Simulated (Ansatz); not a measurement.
Relaxation path: Hf2Cu

DFT, r2SCAN, PAW with Ansatz's default frozen-core files, scalar-relativistic (Ansatz 0.2.0); a Γ-centred 16×16×16 k mesh, Fermi–Dirac smearing of 0.05 eV, no spin polarisation. The run relaxes cell and atoms at a target pressure of 0 GPa.

Command: `ansatz run input.yaml --threads 1 --pin off --max-ram 3072MiB --backend cpu --events-out ev --progress --plain --runs-dir out` It took 9 min on 1 thread of Intel(R) Xeon(R) Platinum 8488C (Sapphire Rapids) (shared host), peak memory 1.2 GiB.

PAW: frozen-core files, cutoff 500 eV; forces are relaxed below 0.005 eV/Å.

Each step lists its free energy a cell above the last geometry, the pressure, the cell vectors (Å), and Cartesian positions (Å) with forces (eV/Å).

The first step:

```
step 1  dF = 35.71 meV  P = -0.04 GPa
  cell -1.5848 1.5848 5.5667  1.5848 -1.5848 5.5667  1.5848 1.5848 -5.5667
  Hf 0.0000 0.0000 3.7853   0.0000 0.0000 0.7862
  Hf 0.0000 0.0000 7.3480   0.0000 0.0000 -0.7862
  Cu 0.0000 0.0000 0.0000   0.0000 0.0000 0.0000
```

Spin–orbit coupling is left out, which matters for the heavy atoms. The PAW files were made under PBE.

Question: Where does the relaxation end, and by which steps?

Answer: After 5 geometries, with conventional a, b, c = 3.159, 3.159, 11.139 Å, at 18.529 Å³/atom (-0.60 % against the start) in space group I4/mmm, with a shortest distance of 2.830 Å. The further steps:
```
step 2  dF = 374.07 meV  P = -2.78 GPa  (not accepted)
  cell -1.5879 1.5879 5.6933  1.5879 -1.5879 5.6933  1.5879 1.5879 -5.6933
  Hf 0.0000 0.0000 4.0713   0.0000 0.0000 -1.9981
  Hf 0.0000 0.0000 7.3152   0.0000 0.0000 1.9981
  Cu 0.0000 0.0000 0.0000   0.0000 0.0000 0.0000
step 3  dF = 2.76 meV  P = -0.92 GPa
  cell -1.5821 1.5821 5.5885  1.5821 -1.5821 5.5885  1.5821 1.5821 -5.5885
  Hf 0.0000 0.0000 3.8545   0.0000 0.0000 -0.1726
  Hf 0.0000 0.0000 7.3225   0.0000 0.0000 0.1726
  Cu 0.0000 0.0000 0.0000   0.0000 0.0000 0.0000
step 4  dF = 0.04 meV  P = -0.05 GPa
  cell -1.5806 1.5806 5.5647  1.5806 -1.5806 5.5647  1.5806 1.5806 -5.5647
  Hf 0.0000 0.0000 3.8288   0.0000 0.0000 0.0030
  Hf 0.0000 0.0000 7.3005   0.0000 0.0000 -0.0030
  Cu 0.0000 0.0000 0.0000   0.0000 0.0000 0.0000
step 5  dF = 0.00 meV  P = 0.00 GPa
  cell -1.5796 1.5796 5.5695  1.5796 -1.5796 5.5695  1.5796 1.5796 -5.5695
  Hf 0.0000 0.0000 3.8323   0.0000 0.0000 -0.0016
  Hf 0.0000 0.0000 7.3066   0.0000 0.0000 0.0016
  Cu 0.0000 0.0000 0.0000   0.0000 0.0000 0.0000
step 6  dF = 0.07 meV  P = 0.00 GPa  (same geometry on a basis chosen anew; earlier energies don't compare to the last digit)
  cell -1.5796 1.5796 5.5695  1.5796 -1.5796 5.5695  1.5796 1.5796 -5.5695
  Hf 0.0000 0.0000 3.8323   0.0000 0.0000 -0.0015
  Hf 0.0000 0.0000 7.3066   0.0000 0.0000 0.0015
  Cu 0.0000 0.0000 0.0000   0.0000 0.0000 0.0000
```
